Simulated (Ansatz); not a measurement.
GaN:
```
CELL_PARAMETERS angstrom
      2.98013     0.00000     0.00000
     -1.49006     2.58086     0.00000
      0.00000     0.00000     2.68301
ATOMIC_POSITIONS crystal
  Ga 0.00000 0.00000 0.00000
  N  0.66667 0.33333 0.50000
```

Relaxed with PBE. Special points in fractions of this cell's reciprocal vectors: Γ (0.000, 0.000, 0.000); M (0.500, 0.000, 0.000); K (0.333, 0.333, 0.000); A (0.000, 0.000, 0.500); L (0.500, 0.000, 0.500); H (0.333, 0.333, 0.500).

List the band energies nearest the Fermi level at these points for DFT-PBE in the program Ansatz with PAW potentials.

In eV from the Fermi level; about four levels below and three above (degenerate sets whole), none deeper than 8.9 eV; … stands for higher levels left out; points with the same levels are listed once.

```
k                    below           above
-  -----------------------  --------------
Γ  -1.16 -0.88 -0.88 -0.19               …
M              -8.52 -2.71  0.20 2.53 7.23
K              -7.73 -6.07  0.37 6.67 7.24
A                        –  0.04 0.04 5.39
L  -5.99 -5.28 -1.09 -0.59          7.34 …
H        -5.30 -4.92 -2.45     0.14 1.35 …
```

Space group P-6m2. A made-up cell: these elements were put on the sites of a structure type; neither database checked (COD, Materials Project) lists it. It is not the phase usual at ambient conditions (space group No. 186, 216). The PBE relaxation kept the symmetry of its start; its stability against distortions is not shown here. Spin–orbit coupling is left out wherever it is not named.

Potentials: the later of the program's two PAW sets.
